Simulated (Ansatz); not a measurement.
# Electric field gradients in ZrO3

Method: Ansatz, DFT PBEsol, scalar-relativistic, plane waves, PAW. Plane waves to 420 eV; Γ-centred k mesh 6×8×4; fixed occupations. No spin polarisation.

Equilibrium structure at this level:
```
Zr O
1.0
     4.05663    0.00000    0.01058
     0.00000    3.23765    0.00000
    -0.91309    0.00000    7.38337
Zr O
2 6
Direct
  0.28422 0.75000 0.65570
  0.71578 0.25000 0.34430
  0.86212 0.75000 0.18404
  0.13788 0.25000 0.81596
  0.24033 0.25000 0.45566
  0.75967 0.75000 0.54434
  0.50118 0.25000 0.81650
  0.49882 0.75000 0.18350
```

The cell was built by swapping an element in a database structure (itself possibly hypothetical) and relaxing; it need not be the stable form of this composition. The crystal is built of layers and no dispersion correction was added, so the binding between them is poorly described, and with it their spacing and whatever depends on it. Spin–orbit coupling is left out, which matters for gradients at heavy nuclei.

Q: Give V_zz (10²¹ V/m²) and the asymmetry η at each distinct site.

A:
```json
{"atom": "Zr (atom 1)", "V_zz": "8.56", "η": "0.14"}
{"atom": "O (atom 3)", "V_zz": "26.19", "η": "0.16"}
{"atom": "O (atom 5)", "V_zz": "0.912", "η": "0.84"}
{"atom": "O (atom 7)", "V_zz": "26.14", "η": "0.16"}
```

Cost: 1 run of about 0.29 core-minutes, on AMD EPYC (Zen 3) (shared hosts).